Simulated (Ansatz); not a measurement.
The start is a relaxed Ta2Si cell, doubled along one cell vector, shaken by Gaussian noise of σ = 0.08 Å a coordinate. A full variable-cell relaxation at zero pressure is run with r2SCAN (plane waves to 500 eV, PAW, scalar-relativistic; Ansatz, an electronic-structure program). The first steps use a coarse 5×2×7 k-mesh.

Starting cell:
```yaml
crystal:
  lattice:
    - [5.33525, 0.00000, 0.00000]
    - [0.00000, 12.34429, 0.00000]
    - [0.00000, 0.00000, 3.35863]
  atoms:
    - { symbol: Si, position: [0.50575, 0.25529, 0.49619] }
    - { symbol: Si, position: [0.51797, 0.73703, 0.47901] }
    - { symbol: Si, position: [0.01921, 0.00188, 0.99293] }
    - { symbol: Si, position: [0.99166, 0.49899, 0.98270] }
    - { symbol: Ta, position: [0.71595, 0.42965, 0.50862] }
    - { symbol: Ta, position: [0.71883, 0.92597, 0.51304] }
    - { symbol: Ta, position: [0.21558, 0.32915, 0.97990] }
    - { symbol: Ta, position: [0.20286, 0.82648, 0.94493] }
    - { symbol: Ta, position: [0.76914, 0.17299, 0.02775] }
    - { symbol: Ta, position: [0.80095, 0.66767, 0.96630] }
    - { symbol: Ta, position: [0.27479, 0.07038, 0.48832] }
    - { symbol: Ta, position: [0.29865, 0.56668, 0.51103] }
```

**Question.** Which atoms feel the largest initial force, and how large is it?

**Answer.** About 3.4 eV/Å, on Ta11 (atoms numbered as listed).

**Question.** By how much does the energy per atom fall from start to end?

**Answer.** 0.69 eV/atom.

**Question.** How does the volume change?

**Answer.** -11.5 %, from 18.43 to 16.31 Å³/atom.

**Question.** Is the parent structure recovered?

**Answer.** It does not go back: it reaches Cmcm (No. 63), 0.61 eV/atom below the parent.

**Question.** How do the shortest distances between atoms change?

**Answer.** The closest pairs of elements (up to four, under 3.6 Å), start → end: Si–Ta 2.31 → 2.67 Å; Ta–Ta 2.80 → 2.80 Å; Si–Si 3.36 → 3.34 Å.

**Question.** Is the relaxed structure metallic? Give its gap.

**Answer.** No gap (metallic).

**Question.** Give the final cell and atomic positions.

**Answer.** 
Space group Cmcm (No. 63); a = 3.437 Å, b = 12.818 Å, c = 4.441 Å, α = β = γ = 90.00°

```csv
atom,site,symmetry,x,y,z
Si,4c,m2m,0.0000,0.5975,0.2500
Ta,4c,m2m,0.0000,0.0663,0.7500
Ta,4c,m2m,0.0000,0.2566,0.2500
```
(The calculation used a cell of 6 atoms; values per cell refer to that cell.)

Final values are on a 14×14×11 k-mesh of the relaxed cell. No spin polarisation in the result.

The relaxed structure here is a generated cell of Ta2Si: the first start was made by placing the elements on the sites of a structure type, and the end was not matched to a known phase here, so it may be hypothetical.
